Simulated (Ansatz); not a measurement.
AlN (P6_3mc), relaxed and computed with several functionals in Ansatz (plane waves, PAW). Much of their spread follows the volume that each gives.

```
functional  V (Å³/atom)  B₀ by P(V) fit (GPa)
----------  -----------  --------------------
HSE06             10.39                   212
LDA               10.23                     ?
r²SCAN            10.42                   210
PBE               10.66                   193
```

Q: Fit a straight line to ln B₀ against ln V and predict the withheld value.

A: Least squares on the 3 shown rows: ln B₀ = -3.68 × ln V + (13.971), with a scatter of 0.1 %. For LDA this gives 224. The run itself gave 210, a miss of 6.7 % of that, well beyond the scatter: the line misses something about this case.

Built on a structure type that need not be the filed one of that space group: AlN, P6_3mc (Pearson symbol hP12). Not the usual ambient phase: AlN, P6_3mc (Pearson symbol hP12). All cells were relaxed under the symmetry of their starts (and spin orders); stability against distortions was not tested throughout.

Potentials: the later of the program's two PAW sets.

Ansatz (an electronic-structure program) is a plane-wave DFT program.
